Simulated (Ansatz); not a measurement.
The elements of this relaxed trial crystal are hidden behind letters.

```
lattice vectors (Å)
  -2.0806    2.0806    2.0806
   2.0806   -2.0806    2.0806
   2.0806    2.0806   -2.0806
fractional positions
X 0.0000 0.0000 0.0000
Z 0.0000 0.5000 0.5000
Z 0.5000 0.0000 0.5000
Z 0.5000 0.5000 0.0000
```

The calculation used DFT PBE, scalar-relativistic, plane waves, PAW (Ansatz). Settings of the last relaxation (4-atom cell): 420 eV, 16×16×16 k points, Gaussian smearing of 0.10 eV, no spin polarisation.

| Quantity | Value |
| --- | --- |
| Space group | Im-3m (No. 229) |
| Conventional cell | a = 4.161 Å |
| Volume per atom | 9.01 Å³ |
| Density | 5.43 g/cm³ |
| Formation energy | −0.06 eV/atom |
| Gap on the 16×16×16 mesh of the 4-atom cell | 0 eV (a metal) |

Energies are uncorrected and count from the elements' standard states at the same level.

Q: X is a p-block element of period 4 and Z is a p-block element of period 2. Which elements are they?

A: X = Ga, Z = O, so the formula is GaO3. Density times volume gives a mean mass of 5.43 × 9.01/1.6605 = 29.5 u per atom, and this set has 29.4 u. Among the elements that the hints allow, noble gases aside, only these give it. Ga is surrounded by 6 O at 2.08 Å; around O lie 2 Ga at 2.08 Å and 4 O at 2.08 Å.

An odd number of electrons in the primitive cell allows no gap without spin; a larger cell or a magnetic state could open one. A structure relaxed within its symmetry needn't be a true minimum. Another cell of GaO3 relaxed alike but with spin, in P-3m1, lies 104 meV/atom lower, so this cell isn't the stable form at this level.
